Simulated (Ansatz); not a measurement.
What DFT gives for Cs2ZnN2

```
Cs Zn N
1.0
     0.00000    4.37195    0.00000
     4.37195    0.00000    0.00000
     2.18597    2.18597   -6.87329
Cs Zn N
2 1 2
Direct
  0.34430 0.34430 0.31140
  0.65570 0.65570 0.68860
  0.00000 0.00000 0.00000
  0.14110 0.14110 0.71780
  0.85890 0.85890 0.28220
```

Single point in Ansatz 0.2.0 with r2SCAN, spin-orbit coupling. Cutoff 500 eV, PAW datasets, 6×6×6 Γ-centred k mesh, fermi-dirac filling (width 0.1 eV).

The state carries no moments; the state need not be the lowest.

Problem. What does the stress say?

Solution. The pressure is -1.3 GPa (compression positive), so with the atoms held at these fractions the cell would first shrink; the forces are large, so a full relaxation may end otherwise. The principal stresses -6.6, 1.4, 1.4 GPa differ, so its shape would change too.

Problem. What is the formation energy?

Solution. 0.71 eV an atom against the elements' usual phases (free molecules for gases, crystals otherwise, with no correction for O₂ or N₂), so at this geometry it isn't bound against them. Relaxing would lower it.

Problem. Is there a gap?

Solution. It is a metal, with about 4.8 states/eV a cell as the mean within 0.25 eV of the Fermi level, mostly N p (89 %).

Problem. Where is the largest force?

Solution. The largest is on N4 (and as large on other atoms): 2.96 eV/Å, components (0.00, 0.00, -2.96). It makes 0° with the line to a nearest neighbour, Zn3 at 1.94 Å, pointing towards it.

Origin: a known structure type with other elements, at an estimated volume, so it need not be a known compound. Caveats: atoms or cell far from equilibrium.
